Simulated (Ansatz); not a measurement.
## Rb: the volume at rest

Rb in the bcc lattice, starting from this typed cell of 91.14 Å³ an atom.

```
CELL_PARAMETERS angstrom
-2.83500 2.83500 2.83500
2.83500 -2.83500 2.83500
2.83500 2.83500 -2.83500
ATOMIC_POSITIONS crystal
Rb 0.00000 0.00000 0.00000
```

Method (Ansatz, development build): k mesh 8×8×8; Fermi–Dirac smearing of 0.1 eV; no spin. Cell and atoms are relaxed to zero stress with the symmetry kept and no dispersion correction.

Caveats: coarse k mesh.

Task: What volume results under PBE, and how much do the potentials matter?

Result: 
| functional | potentials | cutoff (eV) | volume (Å³/atom) | change (%) |
| --- | --- | --- | --- | --- |
| PBE | all-electron PAW datasets (no frozen core) | 200 | 91.17 | 0.0 |
| PBE | Ansatz hand-made PAW | 390 | 91.50 | 0.4 |
| PBE | PseudoDojo norm-conserving | 630 | 91.14 | 0.0 |
| PBE | Ansatz norm-conserving | 630 | 91.17 | 0.0 |
